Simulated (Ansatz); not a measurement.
Question: Write an Ansatz input for a single-point calculation of Ce3Si with PBE (scalar-relativistic), a cutoff of 420 eV (density cutoff 4 times that), a Γ-centred 8×8×8 mesh and Gaussian smearing of 0.05 eV, with collinear spin, starting moments 1.00, 1.00, 1.00, 0.00 μB on the atoms in order. Forces, stress and eigenvalues are wanted, and also Löwdin populations. The structure:
```
Ce Si
1.0
     4.8162642725    0.0000000000    0.0000000000
     0.0000000000    4.8162642725    0.0000000000
     0.0000000000    0.0000000000    4.8162642725
Ce Si
3 1
Direct
  0.0000000000 0.5000000000 0.5000000000
  0.5000000000 0.5000000000 0.0000000000
  0.5000000000 0.0000000000 0.5000000000
  0.0000000000 0.0000000000 0.0000000000
```

Answer: 
```yaml
crystal:
  lattice:
    - [4.8162642725, 0.0, 0.0]
    - [0.0, 4.8162642725, 0.0]
    - [0.0, 0.0, 4.8162642725]
  atoms:
    - { symbol: Ce, position: [0.0, 0.5, 0.5], spin: 1.0 }
    - { symbol: Ce, position: [0.5, 0.5, 0.0], spin: 1.0 }
    - { symbol: Ce, position: [0.5, 0.0, 0.5], spin: 1.0 }
    - { symbol: Si, position: [0.0, 0.0, 0.0] }
basis:
  ecutwfc: 420
  ecutrho_ratio: 4
kpoints:
  mp_grid: { grid: [8, 8, 8] }
hamiltonian:
  xc: pbe
scf:
  occupations: { method: gaussian, width: 0.05 }
output:
  forces: true
  stress: true
  eigenvalues: true
  populations: true
magnetization:
  spin_polarized: true
```

Launched as:
```sh
ansatz run input.yaml --threads 2 --pin off --max-ram 2662MiB --backend cpu --events-out ev --progress --plain --runs-dir out
```

Run as written, it has 40 valence electrons, 2109 plane waves at Γ, 48 symmetry operations and 35 irreducible k-points; it took 15 SCF iterations in all. Run time: 25 s on 2 threads of Arm Neoverse V2, with other jobs on the host, peak memory 0.6 GiB.

The cell came from substitution into a structure type; no database entry of this phase was matched, which doesn't show that none exists.
